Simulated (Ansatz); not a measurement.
HfB$_{2}$:
```cif
data_B2Hf
_chemical_formula_sum 'Hf1 B2'
_space_group_name_H-M_alt 'P 1'
_space_group_IT_number 1
_cell_length_a 3.10309
_cell_length_b 3.10309
_cell_length_c 3.42204
_cell_angle_alpha 90.000
_cell_angle_beta 90.000
_cell_angle_gamma 120.000
loop_
_space_group_symop_operation_xyz
  'x, y, z'
loop_
_atom_site_label
_atom_site_type_symbol
_atom_site_fract_x
_atom_site_fract_y
_atom_site_fract_z
_atom_site_occupancy
Hf1 Hf 0.00000 0.00000 0.00000 1
B1 B 0.33333 0.66667 0.50000 1
B2 B 0.66667 0.33333 0.50000 1
```

Relaxed with LDA.

Problem. Which orbitals make up the states near the Fermi level in LDA (plane waves, PAW; program Ansatz)?

Solution. Within 0.5 eV of the Fermi level: Hf 5d 70 %, B 2p 27 %. Projections are on Löwdin-orthogonalised atomic valence shells; empty p or d shells of many metals are not among them.

Problem. Tabulate the density of states.

Solution. States/eV per cell of 3 atoms, in 0.25 eV bins, energy from the Fermi level.

| E (eV) | total | Hf 5d | B 2p | B 2s |
|---|---|---|---|---|
| -7.85 | 0.67 | 0.13 | 0.34 | 0.15 |
| -7.60 | 0.69 | 0.13 | 0.37 | 0.14 |
| -7.35 | 0.65 | 0.12 | 0.35 | 0.12 |
| -7.10 | 0.63 | 0.13 | 0.35 | 0.11 |
| -6.85 | 0.65 | 0.13 | 0.37 | 0.09 |
| -6.60 | 0.73 | 0.15 | 0.43 | 0.09 |
| -6.35 | 0.81 | 0.17 | 0.49 | 0.08 |
| -6.10 | 0.69 | 0.15 | 0.43 | 0.06 |
| -5.85 | 0.72 | 0.15 | 0.47 | 0.06 |
| -5.60 | 1.08 | 0.20 | 0.75 | 0.06 |
| -5.35 | 1.22 | 0.24 | 0.84 | 0.06 |
| -5.10 | 1.09 | 0.26 | 0.73 | 0.06 |
| -4.85 | 1.08 | 0.27 | 0.70 | 0.05 |
| -4.60 | 1.18 | 0.30 | 0.78 | 0.05 |
| -4.35 | 1.31 | 0.35 | 0.85 | 0.04 |
| -4.10 | 1.67 | 0.50 | 1.06 | 0.03 |
| -3.85 | 2.53 | 0.77 | 1.61 | 0.04 |
| -3.60 | 1.90 | 0.58 | 1.21 | 0.03 |
| -3.35 | 1.22 | 0.38 | 0.79 | 0.01 |
| -3.10 | 1.58 | 0.59 | 0.93 | 0.01 |
| -2.85 | 1.60 | 0.66 | 0.88 | 0.01 |
| -2.60 | 1.24 | 0.61 | 0.58 | 0.01 |
| -2.35 | 0.97 | 0.60 | 0.34 | 0.01 |
| -2.10 | 0.85 | 0.55 | 0.28 | 0.00 |
| -1.85 | 0.74 | 0.49 | 0.23 | 0.00 |
| -1.60 | 0.63 | 0.43 | 0.19 | 0.00 |
| -1.35 | 0.52 | 0.36 | 0.14 | 0.00 |
| -1.10 | 0.42 | 0.30 | 0.11 | 0.00 |
| -0.85 | 0.31 | 0.22 | 0.08 | 0.00 |
| -0.60 | 0.19 | 0.14 | 0.04 | 0.00 |
| -0.35 | 0.13 | 0.10 | 0.03 | 0.00 |
| -0.10 | 0.19 | 0.14 | 0.05 | 0.00 |
| 0.15 | 0.31 | 0.22 | 0.09 | 0.00 |
| 0.40 | 0.40 | 0.28 | 0.12 | 0.00 |
| 0.65 | 0.49 | 0.33 | 0.14 | 0.00 |
| 0.90 | 0.58 | 0.39 | 0.17 | 0.00 |
| 1.15 | 0.68 | 0.45 | 0.20 | 0.01 |
| 1.40 | 0.88 | 0.55 | 0.28 | 0.02 |
| 1.65 | 1.22 | 0.68 | 0.41 | 0.08 |
| 1.90 | 1.06 | 0.63 | 0.32 | 0.06 |
| 2.15 | 1.01 | 0.63 | 0.28 | 0.05 |
| 2.40 | 0.96 | 0.63 | 0.24 | 0.04 |
| 2.65 | 0.97 | 0.65 | 0.23 | 0.04 |
| 2.90 | 1.10 | 0.76 | 0.24 | 0.05 |
| 3.15 | 1.20 | 0.83 | 0.25 | 0.05 |
| 3.40 | 1.17 | 0.79 | 0.25 | 0.06 |
| 3.65 | 1.19 | 0.79 | 0.26 | 0.07 |
| 3.90 | 1.33 | 0.87 | 0.30 | 0.08 |
| 4.15 | 1.44 | 0.94 | 0.31 | 0.09 |
| 4.40 | 1.56 | 1.01 | 0.34 | 0.10 |
| 4.65 | 1.62 | 1.04 | 0.33 | 0.13 |

Space group P6/mmm. Symmetry was held in the LDA relaxation; of distortions, only those at the zone centre were tested. The run is not spin-polarised. Scalar-relativistic: spin–orbit coupling is off unless named, which matters more the heavier the elements.

Potentials: the later of the program's two PAW sets.
